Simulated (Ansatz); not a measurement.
Given:

YSi$_{3}$Ir:
```yaml
crystal:
  lattice:
    - [-2.08702, 2.08702, 4.89197]
    - [2.08702, -2.08702, 4.89197]
    - [2.08702, 2.08702, -4.89197]
  atoms:
    - { symbol: Y, position: [0.99749, 0.99749, 0.00000] }
    - { symbol: Si, position: [0.41498, 0.41498, 0.00000] }
    - { symbol: Si, position: [0.26453, 0.76453, 0.50000] }
    - { symbol: Si, position: [0.76453, 0.26453, 0.50000] }
    - { symbol: Ir, position: [0.65248, 0.65248, 0.00000] }
```

This is the r²SCAN-relaxed structure.

Problem. All from DFT-r²SCAN in the program Ansatz with PAW potentials, unless another level is named. Predict the electronic character.

Solution. metallic (no gap).

Problem. Next, the formation energy from the elements (no fitted shifts)?

Solution. -0.84 eV/atom.

Problem. Give the density of states at the Fermi level.

Solution. 0.24 states/eV per atom (mean over ±0.08 eV).

Space group I4mm. The first step of the workflow began from a Materials Project structure, measured or hypothetical; the Crystallography Open Database copy checked does not list it. Whether it is the stable phase at ambient conditions was not checked. Symmetry was held in the r²SCAN relaxation; its stability against distortions is not shown here. No spin polarisation was allowed. The references are the lowest solids computed at this level, not always the standard phases. Scalar-relativistic: spin–orbit coupling is off unless named, which matters more the heavier the elements.

Potentials: the later of the program's two PAW sets.
